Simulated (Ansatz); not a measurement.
Structure relaxation, Hf

The start is a relaxed Hf cell displaced along its unstable phonon at q = (0, 0, ½) of its primitive reciprocal cell (55i cm⁻¹), largest move 0.15 Å. A full variable-cell relaxation at zero pressure is run with PBEsol (plane waves to 420 eV, PAW, scalar-relativistic; Ansatz, a first-principles code). The first steps use a coarse 13×13×6 k-mesh.

Input geometry:
```
CELL_PARAMETERS angstrom
      2.94718     0.00000     0.00000
     -1.47359     2.55233     0.00000
      0.00000     0.00000     5.92226
ATOMIC_POSITIONS crystal
  Hf 0.02938 0.05877 0.00000
  Hf 0.97062 0.94123 0.50000
```

```yaml
largest_initial_force: 0.25 eV/Å, on Hf1, Hf2 (atoms numbered as listed)
energy_released: 0.44 eV/atom
volume_change: -3.0 %, from 22.27 to 21.60 Å³/atom
relative_to_the_parent: "It does not go back: it reaches P6₃/mmc (No. 194), hcp (Mg type), 0.46 eV/atom below the parent"
band_gap_at_the_end: zero (metallic)
optimiser_moves: 13
```

Relaxed structure:

```cif
data_Hf2
_chemical_formula_sum 'Hf2'
_space_group_name_H-M_alt 'P63/mmc'
_space_group_IT_number 194
_space_group_name_Hall '-P 6c 2c'
_cell_length_a 3.15898
_cell_length_b 3.15898
_cell_length_c 4.99985
_cell_angle_alpha 90.000
_cell_angle_beta 90.000
_cell_angle_gamma 120.000
loop_
_atom_site_label
_atom_site_type_symbol
_atom_site_symmetry_multiplicity
_atom_site_Wyckoff_symbol
_atom_site_fract_x
_atom_site_fract_y
_atom_site_fract_z
_atom_site_occupancy
Hf1 Hf 2 d 0.66667 0.33333 0.25000 1
```

Final values are on a 17×17×9 k-mesh of the relaxed cell. No spin polarisation in the result.

The run could not lose the symmetry of its start.

Of the parent cell (P6/mmm (No. 191)): it is a generated cell of Hf: the first start was made by placing the elements on the sites of a structure type, and the end was not matched to a known phase here, so it may be hypothetical. Known forms of Hf include space group No. 194.
